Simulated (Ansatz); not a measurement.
Ti (hcp, Mg type), conventional cell a = b = 2.939 Å, c = 4.650 Å, α = β = 90.00°, γ = 120.00°. The calculation uses the primitive cell of 2 atoms, to which meshes and values per cell refer.

Two coordinates are scanned: the volume, and the ratio of the stretch along z (the conventional c axis) to the stretch across it. Atoms keep their fractional coordinates.

All values below come from PBE (plane waves to 420 eV, PAW, scalar-relativistic; Ansatz, a first-principles code). k mesh 18×18×10 (Γ-centred), Fermi-Dirac smearing 0.05 eV. Stress and pressure are positive under compression. With partly filled bands, the response to shear is sensitive to the k mesh, so small differences along c/a are uncertain. Ti is run without spin polarisation. Ti was relaxed with its symmetry unable to fall. The last digit holds for this mesh only.

Changes of σzz (GPa) from the point V/V₀ = 1.000, (c/a)/(c/a)₀ = 1.000 when one coordinate moves alone (two changes are said to add if the coupling is within 5 % of the smaller one, nearly so within 20 %):

```json
[
 {"point": "V/V₀ = 1.000, (c/a)/(c/a)₀ = 0.960", "change": "3.15"},
 {"point": "V/V₀ = 1.000, (c/a)/(c/a)₀ = 0.980", "change": "1.60"},
 {"point": "V/V₀ = 0.920, (c/a)/(c/a)₀ = 1.000", "change": "11.04"},
 {"point": "V/V₀ = 0.960, (c/a)/(c/a)₀ = 1.000", "change": "5.01"},
 {"point": "V/V₀ = 1.040, (c/a)/(c/a)₀ = 1.000", "change": "-4.15"},
 {"point": "V/V₀ = 1.080, (c/a)/(c/a)₀ = 1.000", "change": "-7.58"},
 {"point": "V/V₀ = 1.000, (c/a)/(c/a)₀ = 1.020", "change": "-1.51"},
 {"point": "V/V₀ = 1.000, (c/a)/(c/a)₀ = 1.040", "change": "-2.85"}
]
```

Problem. Do the two effects add at V/V₀ = 0.960, (c/a)/(c/a)₀ = 0.960? Give the computed change.

Solution. The sum of the single changes is 5.01 + (3.15) = 8.16; the calculation gives 8.34, so the coupling contributes 0.18 (under 20 % of the smaller single change, nearly additive).

Problem. Do the two effects add at V/V₀ = 1.080, (c/a)/(c/a)₀ = 1.020? Give the computed change.

Solution. The sum of the single changes is -7.58 + (-1.51) = -9.09; the calculation gives -8.81, so the coupling contributes 0.28 (under 20 % of the smaller single change, nearly additive).

Problem. Do the two effects add at V/V₀ = 1.040, (c/a)/(c/a)₀ = 0.980? Give the computed change.

Solution. The sum of the single changes is -4.15 + (1.60) = -2.55; the calculation gives -2.66, so the coupling contributes -0.11 (under 20 % of the smaller single change, nearly additive).

(A scan under strain: stresses follow from slopes of the energy per volume, elastic moduli from its curvatures.)
